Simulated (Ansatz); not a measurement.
Electronic bands of the W (1 0 0) slab, simulated with Ansatz.

Miller indices refer to the conventional cell of Im-3m (No. 229), a = 3.184 Å, b = 3.184 Å, c = 3.184 Å, α = 90.00°, β = 90.00°, γ = 90.00°.

The slab has 7 planes, was cut to end in W at the top (+c) and W at the bottom, and its atoms stand where a relaxation without spin-orbit coupling left them. Listed are levels within 1.2 eV of the Fermi level, the 22 nearest at most. Weights are Löwdin projections on the datasets' atomic orbitals, as shares of the full norm: they are low for levels that spill into the vacuum or into shells that a dataset lacks. Two planes next to each face count as outer, 4 of 7 in all, so a level spread evenly over the slab has a weight near 0.57.

```
W
1.0
     3.18355    0.00000    0.00000
     0.00000    3.18355    0.00000
     0.00000    0.00000   24.55065
W
7
Direct
  0.50000 0.50000 0.31191
  0.00000 0.00000 0.36953
  0.50000 0.50000 0.43577
  0.00000 0.00000 0.50000
  0.50000 0.50000 0.56423
  0.00000 0.00000 0.63047
  0.50000 0.50000 0.68809
```

Method: DFT PBE, scalar-relativistic, plane waves, PAW (Ansatz).

Settings: cutoff 420 eV, Γ-centred mesh 11×11×1 on the computed 7-atom cell, Gaussian smearing of 0.10 eV; no spin polarisation. A dipole correction removes the field between periodic images along c.

Run with
```bash
ansatz run input.yaml --threads 2 --pin off --max-ram 5120MiB --backend cpu --events-out ev --progress --plain --runs-dir out
```

81 s on 2 threads of Arm Neoverse V1, on a shared host, peak memory 0.78 GiB

Levels at X (0.500, 0.000), in eV from the Fermi level, with weights (averaged over levels within 1.5 meV, which needn't be degenerate by symmetry):
```tsv
level	outer two planes of both faces
-1.119	0.74
-0.717	0.60
-0.554	0.58
-0.345	0.42
-0.137	0.46
0.585	0.42
0.638	0.34
0.964	0.46
```

Levels at Γ (0.000, 0.000), in eV from the Fermi level, with weights (averaged over levels within 1.5 meV, which needn't be degenerate by symmetry):
```
 level  levels within 1.5 meV  outer two planes of both faces
-1.108                      2                            0.10
-1.033                      1                            0.42
-0.985                      2                            0.48
-0.642                      1                            0.80
-0.539                      2                            0.84
-0.497                      1                            0.56
-0.255                      1                            0.92
-0.210                      1                            0.90
-0.035                      2                            0.72
 0.201                      1                            0.58
 0.980                      2                            0.62
 1.095                      1                            0.84
```

Levels at M (0.500, 0.500), in eV from the Fermi level, with weights (averaged over levels within 1.5 meV, which needn't be degenerate by symmetry):
| level | levels within 1.5 meV | outer two planes of both faces |
| --- | --- | --- |
| -0.342 | 2 | 0.54 |

Bands cross the Fermi level. With 7 planes the outer ones are most of the slab, so weights don't single out surface states. The work function of the top face is 4.11 eV. In a slab this thin the states of the two faces can couple and split. Spin-orbit coupling is left out, which matters for the bands of heavy elements.
